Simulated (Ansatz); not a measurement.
An Ansatz input and the part of its output that reports the observables at the nuclei.

The cell is a structure deposited in the COD, relaxed with PBE at fixed cell and then changed (z stretched by 3 %, ions relaxed).

```yaml
crystal:
  lattice:
    - [2.54, 0.0, 0.0]
    - [-1.27, 2.1997045256, 0.0]
    - [0.0, 0.0, 6.79594]
  atoms:
    - { symbol: B, position: [0.3333333333, 0.6666666667, 0.25] }
    - { symbol: B, position: [0.6666666667, 0.3333333333, 0.75] }
    - { symbol: "N", position: [0.3333333333, 0.6666666667, 0.75] }
    - { symbol: "N", position: [0.6666666667, 0.3333333333, 0.25] }
kpoints:
  mp_grid: { grid: [13, 13, 5] }
scf:
  occupations: { method: fermi_dirac, width: 0.02 }
hamiltonian:
  xc: pbe
  pseudopotentials: { kind: paw }
output:
  forces: true
  stress: true
  populations: true
  efg:
    quadrupole_moments_barn: { B: 0.04059, "N": 0.02044 }
    contact_densities: true
relax:
  f_tol: 0.02
  max_steps: 60
```

```sh
ansatz run input.yaml --threads 1 --pin off --max-ram 3072MiB --backend cpu --events-out ev --progress --plain --runs-dir out
```

The run relaxes the ions first, and the block belongs to the relaxed positions.

Of the output, the block on the nuclei alone is shown; the set-up, the SCF iterations, energies, forces and stress are cut. One atom of each set with nearly equal values is shown.

```
--- PAW observables at the nuclei: V_zz in 10²¹ V/m², potentials from the cell's mean, atoms counted from 1 ---
  atom   1  B  V_zz =    +2.735468   η = 0.0000   by run symmetry: allowed   C_q = +2.6848 MHz
            electrostatic potential = -321.433946 V   contact ρ = 486.718135 e/Å³
  atom   3  N  V_zz =    -0.736465   η = 0.0000   by run symmetry: allowed   C_q = -0.3640 MHz
            electrostatic potential = -511.443318 V   contact ρ = 1411.244852 e/Å³
```

The relaxation (1 step) took 2.2 s of wall time (2.1 s of CPU time) and 0.38 GiB at its peak, on 1 thread of Intel Xeon Platinum 8488C (Sapphire Rapids) (x86_64; 16 cores open to the job, memory cap 3.0 GiB, no GPU), a shared host with a load of 0.2 a core.

At this changed cell the PBE pressure is -7 GPa.
